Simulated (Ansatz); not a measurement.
The start is a generated cell, Li built in the AFLOW prototype A_cP8_198_2a (as in N2). Cell shape, volume and atoms are optimised at zero target pressure with PBE (plane waves to 420 eV, PAW, scalar-relativistic; Ansatz, an electronic-structure program). The first steps use a coarse 6×6×6 k-mesh.

Input geometry:
```yaml
crystal:
  lattice:
    - [5.54003, 0.00000, 0.00000]
    - [0.00000, 5.54003, 0.00000]
    - [0.00000, 0.00000, 5.54003]
  atoms:
    - { symbol: Li, position: [0.06990, 0.06990, 0.06990] }
    - { symbol: Li, position: [0.56990, 0.43010, 0.93010] }
    - { symbol: Li, position: [0.93010, 0.56990, 0.43010] }
    - { symbol: Li, position: [0.43010, 0.93010, 0.56990] }
    - { symbol: Li, position: [0.96220, 0.96220, 0.96220] }
    - { symbol: Li, position: [0.46220, 0.53780, 0.03780] }
    - { symbol: Li, position: [0.03780, 0.46220, 0.53780] }
    - { symbol: Li, position: [0.53780, 0.03780, 0.46220] }
```

- Energy released: about 2.6 eV/atom
- Shortest distances (start → end): The closest pairs of elements (up to four, under 3.6 Å), start → end: Li–Li 1.03 → 2.92 Å
- Optimiser moves: 10

Relaxed structure:

Space group Pa-3 (No. 205); a = b = c = 5.4668 Å, α = β = γ = 90.00°

| atom | site | symmetry | x | y | z |
|---|---|---|---|---|---|
| Li | 8c | .3. | 0.1570 | 0.1570 | 0.1570 |

Final values are on a 9×9×9 k-mesh of the relaxed cell. The start holds a very short contact (Li–Li 1.03 Å). No spin polarisation in the result.

The run could not lose the symmetry of its start, so the end can be a saddle point.

The relaxed structure here is a generated cell of Li: the first start was made by placing the elements on the sites of a structure type, and the end was not matched to a known phase here, so it may be hypothetical. Known forms of Li include space group No. 229.
